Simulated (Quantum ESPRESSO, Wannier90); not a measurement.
## MoS$_{2}$ (P6₃/mmc, 2Ha stacking, metal over metal as in NbS2): Wannier90 run

```xyz
6
Lattice="3.1854 0.0000 0.0000 -1.5927 2.7587 0.0000 0.0000 0.0000 13.1784" Properties=species:S:1:pos:R:3 pbc="T T T"
Mo     0.0000     0.0000     3.2946
Mo     0.0000     0.0000    -3.2946
S      1.5927    -0.9196     4.8462
S     -1.5927     0.9196    -4.8462
S     -1.5927     0.9196    -1.7430
S      1.5927    -0.9196     1.7430
```

Materials Project entry mp-1018809; symmetrised, unrelaxed at this level. COD (Crystallography Open Database) has the formula in 3 space groups, this one among them (matched by group alone). Method: PBEsol plane waves in Quantum ESPRESSO 7.5 (PseudoDojo norm-conserving files, 64 Ry, no spin polarisation, no spin-orbit coupling), Bloch states on a 6×6×4 mesh through Γ, Wannier90 4.0.1. Density: 12×12×4 mesh, cold smearing 0.01 Ry. The cell is built of weakly bound layers, chains or molecules, whose nearest atoms lie 3.94 Å apart. Database cells relaxed without dispersion often hold them too far apart, which can enlarge gaps and weakens couplings between them; spacing and stacking were not compared with the measured crystal.

A tight-binding model is made by disentanglement and projection with no localisation steps (num_iter = 0), so the 22 orbitals stay atom-like: hydrogen-like Mo: d; S: p, axes along x, y, z; frozen window up to 2.61 eV relative to the valence-band maximum. It follows pw.x to 6.5 meV rms for states up to 2.1 eV relative to the valence-band maximum. Matrix elements depend on this choice of orbitals and windows.

Q: Which pairs of orbitals on different sites are coupled most strongly? Give distance, modulus and how many such pairs a cell has.

A: 
```tsv
orbital	orbital	distance of the centres (Å)	modulus (eV)	pairs
Mo dyz	S py	2.35	1.59	4
S pz	S pz	3.28	1.07	2
Mo dxz	S px	2.36	1.05	8
Mo dyz	S pz	2.45	1.04	4
Mo dxy	S px	2.31	1.00	4
Mo dyz	S px	2.38	0.94	8
Mo dxz	S py	2.37	0.94	8
S px	S px	3.19	0.91	4
Mo dxz	S pz	2.46	0.90	8
Mo dx2-y2	S py	2.34	0.88	8
Mo dx2-y2	S pz	2.53	0.73	4
Mo dz2	S py	2.37	0.68	4
S py	S py	3.19	0.66	8
Mo dxy	S px	2.41	0.64	8
Mo dz2	S pz	2.46	0.64	12
Mo dxy	S pz	2.50	0.63	8
Mo dx2-y2	Mo dx2-y2	3.19	0.60	2
Mo dz2	S px	2.37	0.59	8
Mo dxz	S px	2.40	0.58	4
Mo dx2-y2	Mo dxy	3.03	0.58	4
Mo dx2-y2	S py	2.44	0.52	4
Mo dyz	S pz	2.47	0.52	8
S px	S py	3.18	0.51	8
Mo dx2-y2	Mo dz2	3.19	0.42	4
Mo dxz	Mo dyz	3.15	0.42	4
Mo dxy	Mo dz2	3.11	0.40	4
S py	S py	3.00	0.39	2
S px	S px	3.00	0.39	2
Mo dxy	Mo dxy	3.19	0.37	4
Mo dx2-y2	S pz	2.43	0.37	8
```
